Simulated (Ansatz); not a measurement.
TiAl2O5:
```
TiAl2O5
1.0
    1.80175    -4.68044     0.00000
    1.80175     4.68044     0.00000
    0.00000     0.00000     9.64234
Ti Al O
2 4 10
Direct
  0.31512   0.68488   0.25000
  0.68488   0.31512   0.75000
  0.35924   0.64076   0.94384
  0.64076   0.35924   0.05616
  0.64076   0.35924   0.44384
  0.35924   0.64076   0.55616
  0.18765   0.81235   0.06676
  0.81235   0.18765   0.93324
  0.81235   0.18765   0.56676
  0.18765   0.81235   0.43324
  0.45532   0.54468   0.11760
  0.54468   0.45532   0.88240
  0.54468   0.45532   0.61760
  0.45532   0.54468   0.38240
  0.73579   0.26421   0.25000
  0.26421   0.73579   0.75000
```

Relaxed with PBEsol. Special points in fractions of this cell's reciprocal vectors: Γ (0.000, 0.000, 0.000); Y (-0.500, 0.500, 0.000); C0 (-0.287, 0.713, 0.000); Σ0 (0.287, 0.287, 0.000); Z (0.000, 0.000, 0.500); A0 (0.287, 0.287, 0.500); E0 (-0.287, 0.713, 0.500); T (-0.500, 0.500, 0.500); S (0.000, 0.500, 0.000); R (0.000, 0.500, 0.500).

### Question
List the band energies nearest the valence-band maximum at these points for PBEsol (plane waves, PAW; program Ansatz).

### Answer
In eV from the valence-band maximum; about four levels below and three above (degenerate sets whole), none deeper than 8.9 eV; points with the same levels are listed once.

```csv
k,below,above
Γ,-0.94 -0.49 -0.35 0.00,3.30 3.30 3.37
Y,-1.07 -1.01 -0.87 -0.45,3.02 3.25 3.50
C0,-0.81 -0.77 -0.52 -0.43,3.36 3.53 3.53
Z,-0.79 -0.79 -0.36 -0.36,3.30 3.30 3.48 3.48
A0,-0.83 -0.83 -0.45 -0.45,3.48 3.48 3.55 3.55
T,-1.04 -1.04 -1.03 -1.03 -0.61 -0.61,3.13 3.13 3.60 3.60
S,-0.89 -0.62 -0.55 -0.35,3.25 3.36 3.59
R,-0.69 -0.69 -0.63 -0.63,3.36 3.36 3.55 3.55
```

Space group Cmcm. The first step of the workflow began from a Materials Project structure, measured or hypothetical; the Crystallography Open Database copy checked does not list it. Its standing as an ambient phase is unchecked. The cell was relaxed with PBEsol under the symmetry of its start; its stability against distortions is not shown here. The run is not spin-polarised.

Potentials: the later of the program's two PAW sets.
